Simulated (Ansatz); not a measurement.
Se (trigonal-Se type, space group P3_121)

```xyz
3
Lattice="4.5345 0.0000 0.0000 -2.2673 3.9270 0.0000 0.0000 0.0000 5.0415" Properties=species:S:1:pos:R:3 pbc="T T T"
Se     0.9892     0.0000     4.2012
Se    -0.4946     0.8566     0.8402
Se     1.7727     3.0704     2.5207
```

The slice is a (0001) plane (indices of the conventional cell) through the point (0.782, 0.782, 0.500) (fractional), spanned by u = [110] and v = [1 -1 0] in vectors of this cell: u (4.53 Å) and v (7.85 Å, at 90° to u). It covers one period; positions are fractions (u, v).

The numbers are results of PBE (plane waves to 420 eV, PAW, scalar-relativistic; Ansatz, a program for electronic structure), not measurements. k mesh 8×8×7. These are valence fields of a PAW run, semicore shells included where kept as valence: close to a nucleus they are smooth pseudo fields. Se was relaxed with its symmetry unable to fall.

Q: Sketch the electrostatic potential energy of an electron, from the cell's mean on this plane as a map.

A: 
```tsv
v \ u	0.00	0.14	0.29	0.43	0.57	0.71	0.86
0.88	x	-1.3	3.0	4.2	4.9	4.1	-0.5
0.75	4.8	4.8	4.6	4.7	4.8	4.7	4.6
0.62	4.6	4.8	2.6	<-4.0	<-4.0	1.6	3.7
0.50	4.7	4.0	x	x	x	x	3.1
0.38	4.6	4.8	2.6	<-4.0	<-4.0	1.6	3.7
0.25	4.8	4.8	4.6	4.7	4.8	4.7	4.6
0.12	x	-1.3	3.0	4.2	4.9	4.1	-0.5
0.00	x	x	0.1	4.3	4.7	1.1	x
```

Values: electrostatic potential energy of an electron, from the cell's mean, in eV. Points within 1 Å of a nucleus are blanked (x), as the pseudised field means little there. Values under -4 eV are set to -4. The zero, the cell's mean, hangs on the PAW cores.
